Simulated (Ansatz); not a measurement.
# Pressure against volume: Re

```cif
data_structure
_symmetry_space_group_name_H-M 'R-3m:H'
_symmetry_Int_Tables_number 166
_cell_length_a 2.7678
_cell_length_b 2.7678
_cell_length_c 20.0958
_cell_angle_alpha 90.000
_cell_angle_beta 90.000
_cell_angle_gamma 120.000
_cell_volume 133.33
loop_
_atom_site_label
_atom_site_type_symbol
_atom_site_symmetry_multiplicity
_atom_site_Wyckoff_symbol
_atom_site_fract_x
_atom_site_fract_y
_atom_site_fract_z
_atom_site_occupancy
Re1 Re 3 a 0.00000 0.00000 0.00000 1
Re2 Re 6 c 0.33333 0.66667 0.88884 1
```

The runs use the primitive cell with vectors (1.384, 0.799, 6.699), (-1.384, 0.799, 6.699), (0.000, -1.598, 6.699) Å, to which the k mesh refers.

It takes space group R-3m (No. 166, trigonal). Conventional cell: a = 2.768 Å, b = 2.768 Å, c = 20.096 Å, α = 90.00°, β = 90.00°, γ = 120.00°. Around Re (site symmetry -3m) lie 12 Re at 2.75 to 2.77 Å. Re (site symmetry 3m) has 12 Re at 2.74 to 2.77 Å as nearest neighbours.

The cell is the one relaxed in the Materials Project (mp-975065), not relaxed further here; entries there can be hypothetical.

Spin polarisation is left out, and whether a magnetic state lies lower isn't shown here.

Spin–orbit coupling is left out, though it moves levels of the heavy atoms by tenths of an eV or more.

All numbers are computed: DFT, PBEsol, all-electron LAPW, scalar-relativistic (Ansatz 0.2.0); DFT, PBEsol, PAW with Ansatz's default frozen-core files, scalar-relativistic (Ansatz 0.2.0).

For LAPW: a Γ-centred 15×15×15 k mesh, Fermi–Dirac smearing of 0.05 eV, basis error target 0.5 meV/atom, no spin polarisation. PAW takes a cutoff of 420 eV at this cell (files made with PBE, cores remade for this functional). The Ansatz runs share mesh, smearing and spin set-up. Plane-wave (PAW) pressures include the program's estimate of the Pulay term.

The cell above is scaled evenly, with fractional coordinates and shape held.

```json
{"V/V(cell)": "0.9400", "V (Å³/atom)": "13.925", "P, LAPW (GPa)": "19.29", "P, PAW (GPa)": "19.26"}
{"V/V(cell)": "0.9600", "V (Å³/atom)": "14.222", "P, LAPW (GPa)": "?", "P, PAW (GPa)": "?"}
{"V/V(cell)": "0.9800", "V (Å³/atom)": "14.518", "P, LAPW (GPa)": "1.24", "P, PAW (GPa)": "1.15"}
{"V/V(cell)": "0.9900", "V (Å³/atom)": "14.666", "P, LAPW (GPa)": "-2.69", "P, PAW (GPa)": "-2.79"}
{"V/V(cell)": "1.0000", "V (Å³/atom)": "14.814", "P, LAPW (GPa)": "-6.41", "P, PAW (GPa)": "-6.51"}
{"V/V(cell)": "1.0100", "V (Å³/atom)": "14.962", "P, LAPW (GPa)": "-9.92", "P, PAW (GPa)": "-10.04"}
{"V/V(cell)": "1.0200", "V (Å³/atom)": "15.110", "P, LAPW (GPa)": "-13.25", "P, PAW (GPa)": "-13.37"}
{"V/V(cell)": "1.0400", "V (Å³/atom)": "15.407", "P, LAPW (GPa)": "-19.37", "P, PAW (GPa)": "-19.50"}
{"V/V(cell)": "1.0600", "V (Å³/atom)": "15.703", "P, LAPW (GPa)": "-24.85", "P, PAW (GPa)": "-24.98"}
```

Problem. Fill in the row V/V(cell) = 0.9600.

Solution. P, LAPW (GPa) = 9.77, P, PAW (GPa) = 9.71.

Problem. What do Birch–Murnaghan fits to the pressures give?

Solution. LAPW: V0 = 14.56 Å³/atom, B0 = 390 GPa, B0′ = 4.4; PAW: V0 = 14.56 Å³/atom, B0 = 391 GPa, B0′ = 4.5.

PAW's V0 lies -0.02 % from the all-electron value and its B0 0.4 %. With shape and internal coordinates held, B0 is an upper bound to the relaxed modulus.
